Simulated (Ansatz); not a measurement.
## Property card for SnGe₅

These are results of Ansatz 0.2.0, DFT PBE, scalar-relativistic, plane waves, PAW, not measurements.

Cutoff 420 eV; k points 12×12×4 on the computed 6-atom cell (Γ-centred); Gaussian smearing, width 0.10 eV; no spin polarisation.

The structure is relaxed at this level of theory with its symmetry kept, and needn't be the ground state of this composition.

```cif
data_structure
_symmetry_space_group_name_H-M 'P3m1'
_symmetry_Int_Tables_number 156
_cell_length_a 3.8982
_cell_length_b 3.8982
_cell_length_c 10.1917
_cell_angle_alpha 90.000
_cell_angle_beta 90.000
_cell_angle_gamma 120.000
_cell_volume 134.13
loop_
_atom_site_label
_atom_site_type_symbol
_atom_site_symmetry_multiplicity
_atom_site_Wyckoff_symbol
_atom_site_fract_x
_atom_site_fract_y
_atom_site_fract_z
_atom_site_occupancy
Sn1 Sn 1 a 0.00000 0.00000 0.99596 1
Ge1 Ge 1 b 0.33333 0.66667 0.20157 1
Ge2 Ge 1 c 0.66667 0.33333 0.33619 1
Ge3 Ge 1 b 0.33333 0.66667 0.49300 1
Ge4 Ge 1 a 0.00000 0.00000 0.66966 1
Ge5 Ge 1 b 0.33333 0.66667 0.80362 1
```

- Space group: P3m1 (No. 156)
- Volume per atom: 22.35 Å³
- Formation energy from the elements' standard states (uncorrected): +0.228 eV/atom
- Kohn–Sham band gap: none (metal)
- Density of states at the Fermi level: 2.3 states/eV per cell
- Orbital (Löwdin) character within 0.5 eV of the Fermi level: Ge 4p 63 %, Sn 5p 21 %, Ge 4s 12 %
- Bader charge by site (e): Sn (1 in the cell) 0.32, Ge (1 in the cell) -0.09, Ge (1 in the cell) -0.12, Ge (1 in the cell) 0.13, Ge (1 in the cell) -0.04, Ge (1 in the cell) -0.20

The cell was found from a structure generator's guess, not taken from experiment. Löwdin shares on free-atom orbitals overweight diffuse shells.
